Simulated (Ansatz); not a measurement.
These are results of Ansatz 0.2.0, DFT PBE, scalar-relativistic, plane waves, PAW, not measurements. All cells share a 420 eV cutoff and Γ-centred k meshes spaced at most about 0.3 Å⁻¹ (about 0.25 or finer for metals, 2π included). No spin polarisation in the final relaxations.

These are static total energies at zero pressure.

Two relaxed structures of AlBiO4:

A. Space group P6/mmm (No. 191), hexagonal, a = 3.651 Å, c = 7.834 Å. Al has 2 O at 1.82 Å and 6 O at 2.11 Å; around Bi lie 2 O at 2.10 Å; O on a site of symmetry 6mm is surrounded by 1 Al at 1.82 Å and 1 Bi at 2.10 Å; O on a site of symmetry -6m2 is surrounded by 3 Al at 2.11 Å and 3 O at 2.11 Å.

B. Space group P4/mmm (No. 123), tetragonal, a = 4.942 Å, c = 5.632 Å. Al has 4 O at 1.81 Å and 2 Bi at 2.82 Å; around Bi lie 2 Al at 2.82 Å and 8 O at 3.35 Å; O has 1 O at 1.32 Å, 1 Al at 1.81 Å, 2 O at 2.56 Å, 1 Al at 3.13 Å and 2 Bi at 3.35 Å.

Question: Which is lower in energy, and by how much?

Answer: A is lower, by 0.58 eV/atom. A has space group P6/mmm (No. 191), 15.1 Å³/atom and no gap on its mesh; B has space group P4/mmm (No. 123), 22.9 Å³/atom and no gap. Counting O atoms around Al and Bi (those within 1.25 times the shortest such distance or 1.15 times the sum of covalent radii; a plus sign parts nearer from farther groups; the shortest distance is added where it is long for a bond), A has Al 2+6, Bi 2 and B has Al 4, Bi 8 from 3.3 Å. B holds O–O pairs (shortest 1.32 Å, as in superoxide); in A the shortest O–O distance is 2.11 Å. The denser one is the lower, and pressure would at first widen the difference. Both come from invented guesses. A third cell relaxed alike, in P-43m, lies 0.70 eV/atom below the lower of the two.

These runs have no spin–orbit coupling, which can matter for Bi. Cells relaxed within their symmetry can be saddle points.
